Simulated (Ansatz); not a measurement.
Problem. FeS2 in space group Pa-3 (No. 205; Fe on 4a, S on 8c) is relaxed with PBEsol in the plane-wave PAW code Ansatz. What lattice parameters of the conventional cell result?

Solution. a = 5.324 Å.

Problem. Give the free coordinates with the occupied sites.

Solution. In one choice of origin and axes:

```tsv
atom	site	symmetry	x	y	z
Fe	4a	.-3.	0.0000	0.0000	0.0000
S	8c	.3.	0.3817	0.3817	0.3817
```

Problem. Is it a metal or does it have a gap at this level?

Solution. A gap of 0.24 eV, indirect.

The cell was relaxed with PBEsol under the symmetry of its start. The workflow began spin-polarised and lost its moments.

Potentials: the later of the program's two PAW sets.
